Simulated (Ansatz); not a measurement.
The start is a randomly generated symmetric cell of Pd (space group No. 65). Cell shape, volume and atoms are optimised at zero target pressure with PBEsol (plane waves to 420 eV, PAW, scalar-relativistic; Ansatz, a program for electronic structure). The first steps use a coarse 17×17×8 k-mesh.

Input geometry:
```
Pd
1.0
    1.11759    -1.76751     0.00000
    1.11759     1.76751     0.00000
    0.00000     0.00000     3.93934
Pd
1
Direct
  0.50000   0.50000   0.50000
```

Task: How large is the pressure on the unrelaxed cell, and of which sign?

Result: +182 GPa (positive: the cell is compressed).

Task: What symmetry does the relaxed structure have?

Result: The space group goes from Cmmm (No. 65) to P6/mmm (No. 191); the end is AFLOW prototype A_hP1_191_a (A_f, as in Sn), with 1 atom in the primitive cell.

Task: How does the volume per atom move from start to end?

Result: +1.1 %, from 15.56 to 15.73 Å³/atom.

Task: How do the shortest distances between atoms change?

Result: The closest pairs of elements (up to four, under 3.6 Å), start → end: Pd–Pd 2.09 → 2.59 Å.

Task: What band gap does the relaxed structure have at this level?

Result: No gap (metallic).

Task: Give the final cell and atomic positions.

Result: 
Space group P6/mmm (No. 191); a = 2.6467 Å, b = 2.6467 Å, c = 2.5931 Å, α = 90.00°, β = 90.00°, γ = 120.00°

```json
[
 {"atom": "Pd", "site": "1b", "symmetry": "6/mmm", "x": "0.0000", "y": "0.0000", "z": "0.5000"}
]
```

Final values are on a 20×20×18 k-mesh of the relaxed cell. No spin polarisation in the result.

The run could not lower the symmetry of its start; a shaken copy of this end point relaxes with PBEsol to P6₃/mmc (No. 194), 0.26 eV/atom lower.

The relaxed structure here is a generated cell of Pd: the first start was made by a random draw of sites in a space group, and the end was not matched to a known phase here, so it may be hypothetical. Known forms of Pd include space group No. 225.
